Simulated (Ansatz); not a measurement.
Relaxed-ion elastic tensor of LiGeN in space group P6_3mc (No. 186; Li on 2b, Ge on 2a, N on 2b) in GPa (Voigt order), DFT-LDA in the program Ansatz with PAW potentials; density 4.49 g/cm³, 11.53 Å³ per atom.

```
 273  54.8  14.7   0.0   0.0   0.0
54.8   273  14.7   0.0   0.0   0.0
14.7  14.7   121   0.0   0.0   0.0
 0.0   0.0   0.0  18.9   0.0   0.0
 0.0   0.0   0.0   0.0  18.9   0.0
 0.0   0.0   0.0   0.0   0.0   109
```

Q: Is the crystal mechanically stable?

A: Yes: the smallest eigenvalue of C is 18.9 GPa.

Q: Work out the Voigt, Reuss and Hill averages.

A: K_V = 92.8, K_R = 76.8, K_H = 84.8; G_V = 68.3, G_R = 36.2, G_H = 52.2 GPa.

Q: Give Young's modulus, Poisson's ratio, Pugh's ratio and the universal anisotropy index.

A: E = 9KG/(3K + G) = 130 GPa; ν = 0.24; K/G = 1.62 (brittle by the Pugh limit of 1.75); A_U = 5G_V/G_R + K_V/K_R − 6 = 4.65.

Q: Estimate the sound speeds and the Debye temperature.

A: v_l = √((K + 4G/3)/ρ) = 5860 m/s, v_t = √(G/ρ) = 3410 m/s, mean 3780 m/s; Θ = (h/k)(3n/4πV)^(1/3) v_m = 499 K.

Q: How much does each axis shrink under pressure?

A: Linear compressibilities β_i = Σ_j S_ij (j = 1 to 3): x 2.7, y 2.7, z 7.6 per TPa.

The first step of the workflow began from a Materials Project structure, measured or hypothetical; the Crystallography Open Database copy checked does not list it. Whether it is the stable phase at ambient conditions was not checked. The LDA relaxation kept the symmetry of its start; its stability against distortions is not shown here.

Potentials: the later of the program's two PAW sets.
